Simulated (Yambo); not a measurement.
G0W0@PBEsol for a free-standing WS2 monolayer (symmetry P-6m2, slab cell 16.1 Å high) in Yambo. Reference settings: 6×6×1 Γ-centred k mesh, bands 2 to 131 and a 8 Ry block in the screening, 131 bands in G with the Bruneval-Gonze terminator, plasmon pole fitted at 27.2 eV, slab-truncated Coulomb interaction, stochastic integration of W near q = 0. The PBEsol gap K → K on this mesh is 1.94 eV; G0W0 gaps are taken between the same points.

The settings were changed. The gap went from 2.87 eV to 3.00 eV, and the shift of the valence edge from -0.16 eV to 0.54 eV.

Q: What was changed between the two runs?
A. 48 bands in G, no terminator
B. no terminator
C. wavefunctions cut at 25 Ry
D. 48 bands in G

A: A, 48 bands in G, no terminator. The others gave (gap, valence shift): no terminator: 2.93, 0.07 eV; 48 bands in G: 2.88, -0.09 eV; wavefunctions cut at 25 Ry: 2.87, -0.14 eV.

Spin-orbit coupling is not included.

Geometry relaxed with PBEsol; primitive cell a = b = 3.146 Å, c = 16.100 Å, α = β = 90.00°, γ = 120.00°.

A shift is the quasiparticle energy of the state minus its PBEsol energy.
